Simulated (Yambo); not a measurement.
Yambo run on CaHCl (space group P4/nmm, No. 129). The wavefunctions come from this Quantum ESPRESSO step (PBEsol, PseudoDojo standard norm-conserving files, scalar-relativistic):

```
&CONTROL
  calculation = 'nscf'
  pseudo_dir = './pseudo'
  outdir = './out'
/
&SYSTEM
  ibrav = 0
  nat = 6
  ntyp = 3
  ecutwfc = 72.0
  ecutrho = 288.0
  occupations = 'fixed'
  force_symmorphic = .true.
  nbnd = 186
/
&ELECTRONS
  conv_thr = 6.000000000000001e-09
  diago_full_acc = .true.
  diago_thr_init = 1e-08
/
ATOMIC_SPECIES
H 1.0080 H.upf
Cl 35.4500 Cl.upf
Ca 40.0780 Ca.upf
CELL_PARAMETERS angstrom
  3.816680000000   0.000000000000   0.000000000000
  0.000000000000   3.816680000000   0.000000000000
  0.000000000000   0.000000000000   6.902810000000
ATOMIC_POSITIONS crystal
H   0.500000000000   0.500000000000   0.000000000000
H   0.000000000000   0.000000000000   0.000000000000
Cl   0.500000000000   0.000000000000   0.652840000000
Cl   0.000000000000   0.500000000000   0.347160000000
Ca   0.000000000000   0.500000000000   0.807920000000
Ca   0.500000000000   0.000000000000   0.192080000000
K_POINTS automatic
4 4 2 0 0 0
```

Yambo input:

```
rim_cut
gw0
dyson
el_el_corr
HF_and_locXC
ppa
em1d
RandQpts= 1000000
RandGvec= 1 Ry
EXXRLvcs= 72 Ry
VXCRLvcs= 288 Ry
Chimod= "HARTREE"
% BndsRnXp
 1 | 185 |
%
NGsBlkXp= 8 Ry
% LongDrXp
 1.0 | 1.0 | 1.0 |
%
PPAPntXp= 27.2114 eV
% GbndRnge
 1 | 185 |
%
GTermKind= "BG"
DysSolver= "n"
ExtendOut
% QPkrange
 1 | 1 | 18 | 19 |
 2 | 2 | 18 | 19 |
 5 | 5 | 18 | 19 |
 6 | 6 | 18 | 19 |
 11 | 11 | 18 | 19 |
 12 | 12 | 18 | 19 |
%
```

k points by index: 1 = Γ, 2 = Z, 5 = X, 6 = R, 11 = M, 12 = A.

Resulting energies as the program prints them:

```
#    K-point    Band    Eo [eV]    E [eV]    E-Eo [eV]    Vxc [eV]    Vnlxc [eV]    Sc|Eo [eV]    Sc|E [eV]    dSc/dw|Eo [eV]    Re(Z)    Im(Z)
#
    1    18    -0.030748    -1.159003    -1.128255    -11.32927    -13.91256    1.187781    1.455043    -6.445327    0.808496    -0.001361
    1    19    3.994850    5.407629    1.412779    -12.10458    -6.271578    -4.132110    -4.420220    -5.548790    0.830622    -0.001133
    2    18    0.000000    -1.143768    -1.143768    -11.36936    -13.99884    1.214084    1.485714    -6.461830    0.808099    -0.001362
    2    19    3.632643    4.901274    1.268631    -11.43745    -5.980227    -3.937319    -4.188591    -5.389136    0.834690    -0.001105
    5    18    -0.403416    -1.824746    -1.421331    -12.82990    -16.45089    1.851185    2.199658    -6.670994    0.803111    -0.001358
    5    19    4.687066    6.141807    1.454741    -12.35283    -6.265826    -4.330658    -4.632265    -5.641165    0.828287    -0.001134
    6    18    -0.844987    -2.294642    -1.449655    -11.72595    -15.41474    1.879542    2.239136    -6.749318    0.801258    -0.001495
    6    19    4.998874    6.494156    1.495282    -12.84076    -6.707405    -4.324298    -4.638073    -5.709654    0.826564    -0.001132
    11    18    -0.992516    -2.417894    -1.425378    -11.28364    -14.94043    1.872201    2.231406    -6.856426    0.798736    -0.002205
    11    19    4.137179    5.193096    1.055917    -10.84021    -5.546878    -4.028560    -4.237417    -5.381724    0.834880    -0.001106
    12    18    -0.837128    -2.235412    -1.398284    -11.61547    -15.19457    1.831552    2.180813    -6.796085    0.800155    -0.001693
    12    19    5.155109    6.326698    1.171589    -12.11765    -6.510678    -4.187846    -4.435378    -5.748556    0.825588    -0.001237
```
(The two width columns are left out.) Convergence of these settings isn't established.

Geometry of the Materials Project entry, not relaxed at this level.
